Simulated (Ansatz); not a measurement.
Ansatz (a quantum-chemistry and plane-wave program) input:

Ansatz 0.2 input:
```yaml
crystal:
  lattice:
    - [1.4296259389, 0.8253949207, 4.1958445138]
    - [-1.4296259389, 0.8253949207, 4.1958445138]
    - [0.0, -1.6507898413, 4.1958445138]
  atoms:
    - { symbol: Cu, position: [0.5, 0.5, 0.5] }
    - { symbol: Au, position: [0.0, 0.0, 0.0] }
kpoints:
  mp_grid: { grid: [12, 12, 12] }
  band_path:
    path:
      - [[0.0, 0.0, 0.0], [0.5, 0.5, 0.5], [0.807534887, 0.192465113, 0.5]]  # Γ-T-H_2
      - [[0.5, -0.192465113, 0.192465113], [0.5, 0.0, 0.0], [0.0, 0.0, 0.0], [0.3462325565, -0.3462325565, 0.0]]  # H_0-L-Γ-S_0
      - [[0.6537674435, 0.0, 0.3462325565], [0.5, 0.0, 0.5], [0.0, 0.0, 0.0]]  # S_2-F-Γ
    npoints: 10
hamiltonian:
  xc: r2scan
  pseudopotentials: { kind: paw }
magnetization: { noncollinear: true, spin_orbit: true }
scf:
  n_extra_bands: 12
  convergence: { dr2_threshold: 0.0000000001 }
  occupations: { method: gaussian, width: 0.05 }
output: { eigenvalues: true }
```

Output (shortened):

```
basis.fft_grid_basis auto: the FFT boxes are laid along the combinations [[1, 0, -1], [0, 1, -1], [0, 0, 1]] of the cell's own vectors, 2.859, 2.859 and 4.509 …
Pseudopotential: Cu, paw_fr, valence charge 19
Pseudopotential: Au, paw_fr, valence charge 19
Functional definition: r2SCAN
non-collinear run that drives no moment, with spin-orbit …
Crystal: 2 atoms, lattice volume = 29.707 Å³
Basis set: ecut = 500 eV, 741 PW (Γ), FFT grids on a1−a3, a2−a3, a3, exchange–correlation on 96×96×144 points (64 copies of the dense FFT grid, shifted against one another)
Bands: 50, of which v1, the nominal top of the filled ones, is band 38 counted from 1 (37 counted from 0)
Symmetry: 12 space group operations + 12 with time reversal
k-points: 189 of 1728
Projection manifold: j_resolved (fully-relativistic pseudo-atomic orbitals)
SCF iter   1: F=—  HF=-19770.998473 eV  |F-HF|=—  |Δ(HF+E_count)|=         —  Δρ=1.81e-1  dr2=1.54e1  dr2_τ=1.03e-1  dr2_m=0.00e0 (ungated)  ethr=3.10e-3  |M|=0.00e0 ∫|m|=0.00e0 μB  |m|>n=0.0e0 m-floor=0.0e0 τ_xc=0.0e0  β_m=0.30  ⟨swp⟩=6.8  Hψ=21224  notcnv=0  defer=228
preconditioner: auto → Kerker (q_TF=auto, 2.843 Å⁻¹)
spin=Noncollinear: Kerker preconditioning applied to the charge; magnetization (m_x, m_y, m_z) channels mix plain (no charge-response kernel on spin).
SCF iter   2: F=—  HF=-19768.789706 eV  |F-HF|=—  |Δ(HF+E_count)|=    2.21e0  Δρ=8.09e-2  dr2=4.17e0  dr2_τ=2.32e-2  dr2_m=0.00e0 (ungated)  ethr=3.10e-3  |M|=0.00e0 ∫|m|=0.00e0 μB  |m|>n=0.0e0 m-floor=0.0e0 τ_xc=0.0e0  β_m=0.40  ⟨swp⟩=2.5  Hψ=8116  notcnv=0  defer=1098
SCF iter   3: F=—  HF=-19768.078484 eV  |F-HF|=—  |Δ(HF+E_count)|=   7.11e-1  Δρ=3.01e-2  dr2=7.33e-1  dr2_τ=2.65e-3  dr2_m=0.00e0 (ungated)  ethr=3.10e-3  |M|=0.00e0 ∫|m|=0.00e0 μB  |m|>n=0.0e0 m-floor=0.0e0 τ_xc=0.0e0  β_m=0.43  ⟨swp⟩=2.2  Hψ=7719  notcnv=0  defer=1124
SCF iter   4: F=—  HF=-19768.050815 eV  |F-HF|=—  |Δ(HF+E_count)|=   2.77e-2  Δρ=2.65e-2  dr2=1.81e-1  dr2_τ=7.98e-4  dr2_m=0.00e0 (ungated)  ethr=1.93e-3  |M|=0.00e0 ∫|m|=0.00e0 μB  |m|>n=0.0e0 m-floor=0.0e0 τ_xc=0.0e0  β_m=0.71  ⟨swp⟩=2.3  Hψ=5831  notcnv=0  defer=1136
SCF iter   5: F=—  HF=-19768.062329 eV  |F-HF|=—  |Δ(HF+E_count)|=   1.15e-2  Δρ=7.05e-3  dr2=1.41e-2  dr2_τ=3.61e-4  dr2_m=0.00e0 (ungated)  ethr=4.77e-4  |M|=0.00e0 ∫|m|=0.00e0 μB  |m|>n=0.0e0 m-floor=0.0e0 τ_xc=0.0e0  β_m=0.75  ⟨swp⟩=2.3  Hψ=8927  notcnv=0  defer=1166
SCF iter   6: F=—  HF=-19768.065934 eV  |F-HF|=—  |Δ(HF+E_count)|=   3.61e-3  Δρ=4.24e-3  dr2=7.61e-3  dr2_τ=2.90e-5  dr2_m=0.00e0 (ungated)  ethr=3.71e-5  |M|=0.00e0 ∫|m|=0.00e0 μB  |m|>n=0.0e0 m-floor=0.0e0 τ_xc=0.0e0  β_m=0.88  ⟨swp⟩=2.0  Hψ=7122  notcnv=0  defer=1182
SCF iter   7: F=—  HF=-19768.067425 eV  |F-HF|=—  |Δ(HF+E_count)|=   1.49e-3  Δρ=2.45e-3  dr2=1.18e-3  dr2_τ=4.61e-6  dr2_m=0.00e0 (ungated)  ethr=2.00e-5  |M|=0.00e0 ∫|m|=0.00e0 μB  |m|>n=0.0e0 m-floor=0.0e0 τ_xc=0.0e0  β_m=0.94  ⟨swp⟩=2.0  Hψ=6584  notcnv=0  defer=1182
SCF iter   8: F=—  HF=-19768.067432 eV  |F-HF|=—  |Δ(HF+E_count)|=   7.27e-6  Δρ=1.10e-3  dr2=2.42e-4  dr2_τ=7.30e-7  dr2_m=0.00e0 (ungated)  ethr=3.12e-6  |M|=0.00e0 ∫|m|=0.00e0 μB  |m|>n=0.0e0 m-floor=0.0e0 τ_xc=0.0e0  β_m=0.97  ⟨swp⟩=2.1  Hψ=6021  notcnv=0  defer=1182
SCF iter  13: F=-19768.067431 eV  HF=-19768.067431 eV  |F-HF|=1.24e-10  |Δ(HF+E_count)|=   1.49e-9  Δρ=4.82e-7  dr2=4.37e-11  dr2_τ=6.09e-13  dr2_m=0.00e0 (ungated)  ethr=1.00e-12  |M|=0.00e0 ∫|m|=0.00e0 μB  |m|>n=0.0e0 m-floor=0.0e0 τ_xc=0.0e0  ⟨swp⟩=9.5  Hψ=18258  notcnv=0
SCF 1 converged in 13 iterations: F = -19768.067431 eV  dr2 = 4.37e-11
NSCF: frozen V_eff on 73 k-points
SCF converged after 13 iterations
Magnetization: |M| = 0.0000 μB,  M = (+0.0000, +0.0000, +0.0000) μB
Absolute magnetization: 0.0000 μB (∫|m|)
  site 0: m = (+0.0000, +0.0000, +0.0000) μB, |m| = 0.0000 μB  (R = 1.10 Å)
  site 1: m = (+0.0000, +0.0000, +0.0000) μB, |m| = 0.0000 μB  (R = 1.10 Å)
Free energy (F): -19768.067431 eV
Harris-Foulkes:  -19768.067431 eV  (|F-HF|=1.24e-10)
Internal energy: -19768.066579 eV  (E = F + TS)
E sigma→0 (E₀):  -19768.067005 eV
Entropy (-TS):   -0.000853 eV (-0.426 meV/atom)
Fermi energy:    18.388717 eV
--- Per-component energies (eV) ---
  E_band       = -626.165620
  E_kinetic    = 904.932170
  E_local      = -5988.241332  (includes V_loc(G=0)·N_el)
  E_nonlocal   = 461.811762
  E_hartree    = 2632.564419
  E_xc         = -301.769615
  E_vxc        = -431.133825  (∫ρ·V_xc dr)
  E_paw        = -11377.332513  (= ΣΔE_a)
  E_vpaw       = -868.480880  (= ΣTr[D̂ρ^β])
  E_aug_tail   = 0.000834  (compensation charges beyond the density's cutoff)
  E_vtau       = 29.816596  (kinetic-family band-sum trace: ∫τ·v_τ [+ j·A + Jᵃ·Aᵃ] dr)
  E_ewald      = -6099.537074
  E_core_change = -0.495229  (= ΣΔE_core)
  E_smearing   = -0.000853  (= −TS)
  E_closure    =  0.000000  (closes the sum)
  Σ components = -19768.067431   (vs F -19768.067431, Δ=0.00e0)
  [band-id]    e_kinetic+e_local+e_nonlocal+2·e_hartree+e_vxc+e_vpaw+e_augmentation_tail+e_vtau = -626.165838   (vs E_band -626.165620, Δ=-2.18e-4)
--- Band table (eV; the first three rows and the last of 189) ---
  k-point 0: bands = ["-97.7482", "-97.7482", "-89.4569", "-89.4569", "-55.3354", "-55.3354", "-52.7702", "-52.7702", "-52.7399", "-52.7399", "-52.4282", "-52.4282", "-36.1227", "-36.1227", "-35.9976", "-35.9976", "8.4006", "8.4006", "11.3175", "11.3175", …
  k-point 1: bands = ["-97.7481", "-97.7481", "-89.4563", "-89.4563", "-55.3359", "-55.3359", "-52.7703", "-52.7703", "-52.7408", "-52.7408", "-52.4307", "-52.4307", "-36.1252", "-36.1252", "-36.0088", "-36.0088", "8.6282", "8.6282", "11.4340", "11.4340", …
  k-point 2: bands = ["-97.7478", "-97.7478", "-89.4544", "-89.4544", "-55.3371", "-55.3371", "-52.7706", "-52.7706", "-52.7433", "-52.7433", "-52.4378", "-52.4378", "-36.1338", "-36.1338", "-36.0376", "-36.0376", "9.2770", "9.2770", "11.7216", "11.7216", …
  k-point 188: bands = ["-97.7482", "-97.7482", "-89.4570", "-89.4570", "-55.3352", "-55.3352", "-52.7683", "-52.7683", "-52.7399", "-52.7399", "-52.4303", "-52.4303", "-36.1243", "-36.1243", "-35.9977", "-35.9977", "9.6763", "9.6763", "11.9886", "11.9886", …
```

Cost: around 2.4 core-minutes (rough) on shared cores.

Space group R-3m. The first step of the workflow began from a Materials Project structure, measured or hypothetical; the Crystallography Open Database copy checked does not list it. It is not the phase usual at ambient conditions (space group No. 123). The r²SCAN relaxation kept the symmetry of its start; whether a distortion lowers the energy is not shown. No spin polarisation was allowed.

Potentials: the later of the program's two PAW sets.

Ansatz is a plane-wave DFT program.
